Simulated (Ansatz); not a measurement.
# Structures of Ti2Os: which is lowest?

Plane-wave DFT in Ansatz with scalar-relativistic PAW potentials, cutoff 420 eV, Γ-centred meshes chosen by cell and gap, Gaussian smearing with energies taken to zero width. Every cell was relaxed (cell and atoms) in a run of its own, within the symmetry of its start. Functional: PBE.

Relaxed structures (starts from databases or built by putting these elements on another compound's sites):
A. I4_1/amd, 6 atoms in the computed cell, a = 4.978 Å, c = 8.415 Å; sites (symmetry × multiplicity) Ti 2mm. × 8, Os -4m2 × 4; start: built
B. Fm-3m, 3 atoms in the computed cell, a = 6.045 Å; sites (symmetry × multiplicity) Ti -43m × 8, Os m-3m × 4; start: built

Q: Rank them by energy. Could pressure change the order?

A:
| structure | group | E − E(lowest) (meV/atom) | V (Å³/atom) | gap on mesh (eV) |
| --- | --- | --- | --- | --- |
| B | Fm-3m | 0.0 | 18.41 | 0.00 |
| A | I4_1/amd | 306 | 17.37 | 0.00 |

B is lowest, 306 meV/atom under A. A is denser by 1.03 Å³/atom, so pressure favours it: ΔE/ΔV, with ΔE in eV and 1 eV/Å³ = 160.2 GPa, gives about 47 GPa for equal enthalpy if both cells were rigid; at such pressures compression changes ΔV much, so this is a scale only. Other structures may lie lower than all of these, and vibrations aren't counted.

Spin-orbit coupling is left out, which matters for the bands of heavy elements.